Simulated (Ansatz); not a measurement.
The start is a relaxed GaCuSe2 cell shaken by Gaussian noise of σ = 0.08 Å a coordinate. The structure is fully relaxed (lattice and positions, P = 0) with r2SCAN (plane waves to 500 eV, PAW, scalar-relativistic; Ansatz, a quantum-chemistry and plane-wave program). The first steps use a coarse 6×6×3 k-mesh.

The start:
```yaml
crystal:
  lattice:
    - [3.96320, 0.00000, 0.00000]
    - [0.00000, 3.96320, 0.00000]
    - [0.00000, 0.00000, 9.71508]
  atoms:
    - { symbol: Cu, position: [0.99063, 0.98787, 0.49533] }
    - { symbol: Cu, position: [0.47688, 0.51085, 0.98852] }
    - { symbol: Ga, position: [0.00427, 0.00919, 0.00299] }
    - { symbol: Ga, position: [0.53468, 0.52482, 0.49654] }
    - { symbol: Se, position: [0.74090, 0.73054, 0.27217] }
    - { symbol: Se, position: [0.22777, 0.24112, 0.25956] }
    - { symbol: Se, position: [0.76033, 0.23859, 0.73459] }
    - { symbol: Se, position: [0.25213, 0.75948, 0.74948] }
```

Outcome: The space group goes from P1 (No. 1) to Pc (No. 7), with 8 atoms in the primitive cell
Energy released: 0.56 eV/atom
Volume change: +9.4 %, from 19.07 to 20.87 Å³/atom
Shortest distances (start → end): The closest pairs of elements (up to four, under 3.6 Å), start → end: Cu–Se 2.59 → 2.41 Å; Cu–Ga 2.58 → 2.41 Å; Ga–Se 2.47 → 2.50 Å; Se–Se 2.72 → 2.83 Å
Band gap at the end: zero (metallic)
Optimiser moves: 43

It ends as:

Space group Pc (No. 7); a = 3.898 Å, b = 8.572 Å, c = 5.659 Å, α = γ = 90.00°, β = 118.02°

```tsv
atom	site	symmetry	x	y	z
Cu	2a	1	0.9430	0.1643	0.9719
Ga	2a	1	0.8761	0.6549	0.1264
Se	2a	1	0.1266	0.3745	0.2957
Se	2a	1	0.5474	0.0052	0.0998
```

Final values are on a 14×6×9 k-mesh of the relaxed cell. No spin polarisation in the result.

The relaxed structure here is a generated cell of GaCuSe2: the first start was made by a random draw of sites in a space group, and the end was not matched to a known phase here, so it may be hypothetical. Known forms of GaCuSe2 include space group No. 122.
